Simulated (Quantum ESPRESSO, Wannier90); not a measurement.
# RbCl (rock salt): Wannier90 run

Cell from Materials Project (mp-23295), symmetrised, no further relaxation. COD (Crystallography Open Database) has the formula in 2 space groups, this one among them (matched by group alone). Level: PBEsol, no spin polarisation, no spin-orbit coupling; pw.x of Quantum ESPRESSO at 47 Ry with PseudoDojo potentials, 8×8×8 k-points, Wannier90. Density: 8×8×8 mesh, cold smearing 0.01 Ry.

```
begin unit_cell_cart
ang
    0.0000000000    3.3087050000    3.3087050000
    3.3087050000    0.0000000000    3.3087050000
    3.3087050000    3.3087050000    0.0000000000
end unit_cell_cart
mp_grid = 8 8 8
```

Neighbour vectors b of the finite-difference formula (Å⁻¹), by shell:

```
shell       b_x       b_y       b_z
-----  --------  --------  --------
1       0.11869   0.11869  -0.11869
1       0.11869  -0.11869   0.11869
1      -0.11869   0.11869   0.11869
1       0.11869   0.11869   0.11869
1      -0.11869  -0.11869   0.11869
1      -0.11869   0.11869  -0.11869
1       0.11869  -0.11869  -0.11869
1      -0.11869  -0.11869  -0.11869
```

Q: Find the weights w_b from the completeness condition Σ_b w_b b_α b_β = δ_αβ.

A: Shell 1: Σ b_x² = 0.113, Σ b_y² = 0.113, Σ b_z² = 0.113 Å⁻²
Each of the three diagonal sums, weighted, has to give 1 and the off-diagonal ones 0, which holds for w_1 = 8.87 Å². Check on xx: 8.87×0.113 = 1.00.

On this mesh the 4 functions of bands 2,6-8 (valence bands; start: SCDM (isolated), conv_tol = 1.0e-6) end with spreads 1.2660, 1.2663, 1.2658, 1.2728 Å², Ω_I = 4.3508 Å² and Ω_D = 0.0001 Å².

Ω_total is the sum of the spreads, 5.071 Å². Ω_OD = Ω_total − Ω_I − Ω_D = 0.720 Å². Only (Ω_D + Ω_OD)/Ω_total = 14.2 % depends on the gauge, and another start could lower the total by that share at most. The rms radius is √(Ω_total/4) = 1.13 Å.
